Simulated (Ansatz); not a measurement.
Conduction electrons in Mg (I4/mmm)

```
Mg
1.0
    -1.79828    1.79828    1.67238
     1.79828   -1.79828    1.67238
     1.79828    1.79828   -1.67238
Mg
1
Direct
  0.00000 0.00000 0.00000
```

Level of theory, where no other is named: LDA, all-electron LAPW in Ansatz 0.2.0, scalar-relativistic. k mesh 16×16×16, fine mesh 24×24×24, Fermi-Dirac smearing of 0.050 eV, basis error target 1 meV/atom. The cell was relaxed by PAW under this functional, which moved its volume by -4 % from the database entry's. This phase needn't be the one found at ambient conditions.

Levels and slopes are solved on a 24×24×24 mesh, and each state is taken as quadratic over its cell.

Question: What is the density of states at the Fermi level, and which bare Sommerfeld coefficient follows?

Answer: N(E_F) = 0.418 states/eV/atom (both spins), so γ = (π²/3) k_B² N(E_F) = 0.985 mJ/(mol-atom K²) without electron-phonon or spin-fluctuation enhancement.

Question: What Drude plasma energy and σ/τ do the band velocities give?

Answer: (ħω_p,α)² = (e²/ε₀VN_k) Σ_nkσ (∂E/∂k_α)² δ(E − E_F) gives ħω_p = (8.87, 8.87, 8.24) eV along x, y, z, and σ/τ = ε₀ω_p² = 16.1×10²⁰ Ω⁻¹m⁻¹s⁻¹ along x. Weighted by the density of states, the mean Fermi speed is 1.18×10⁶ m/s; the surface has an area of 18.7 Å⁻² for each spin direction.

Question: Which bands cross the Fermi level, and what do they carry?

Answer: 

| band | filled part | N (states/eV/cell) | speed (10⁶ m/s) | 5th to 95th percentile | area (Å⁻²) | filling |
| --- | --- | --- | --- | --- | --- | --- |
| 1 | 0.93 | 0.177 | 1.18 | 0.71 to 1.51 | 7.87 | nearly full |
| 2 | 0.07 | 0.241 | 1.19 | 0.60 to 1.56 | 10.8 | nearly empty |

Question: Map the plane k₃ = 1/2 of the mesh: how many bands lie under the Fermi level at each point, counted from the least on the plane?

Answer: k₁ runs to the right and k₂ upwards, each from −½ to ½ with 0 in the middle (the axes needn't be at right angles):
```
000000111122222221100000
000000111111111111110000
000000111111111111111000
000000111111111111111100
000000111111111111111110
111111111111111111111111
111111122111111111111111
111111122221111111111112
211111112222111111111112
221111112222211111111112
221111111222221111111112
221111111122222111111112
221111111112222211111112
221111111111222221111112
221111111111122221111111
121111111111112222111111
111111111111111122111111
111111111111111111111111
001111111111111111100000
000111111111111111100000
000011111111111111100000
000001111111111111100000
000000112222222111100000
000000111222222211100000
```

Question: On PAW files the program sums the optical response inside the mesh cells, interband lines and its own Drude term. Where does ε₁ rise through zero (a sharp plasmon if ε₂ is small there), and how much light is reflected?

Answer: 

* Fine mesh: 24, 24, 24
* Window top: 20 eV
* Line width: 0.2 eV
* Drude damping: 0.1 eV
* ε₁ rises through zero at x: 10.62 eV
* ε₂ there x: 0.03
* ε₁ rises through zero at z: 10.69 eV
* ε₂ there z: 0.04
* Plasma energy (x, y, z): 8.919, 8.919, 8.24 eV
* Reflectivity at 1 eV, x-polarised: 0.9355
* Reflectivity at 2 eV, x-polarised: 0.9469
* Reflectivity at 3 eV, x-polarised: 0.9482

The plasma energy here is the program's own sum at the run's smearing; it differs from the value above by up to 1 %, through mesh and smearing.

Question: What does PAW give for the same cell?

Answer: N(E_F) = 0.418 states/eV/atom and ħω_p,x = 8.87 eV.

Known limits: these sums move with the mesh, by several per cent and more for small sheets; frozen-core PAW files fitted under PBE, their cores solved anew for the functional of the run.
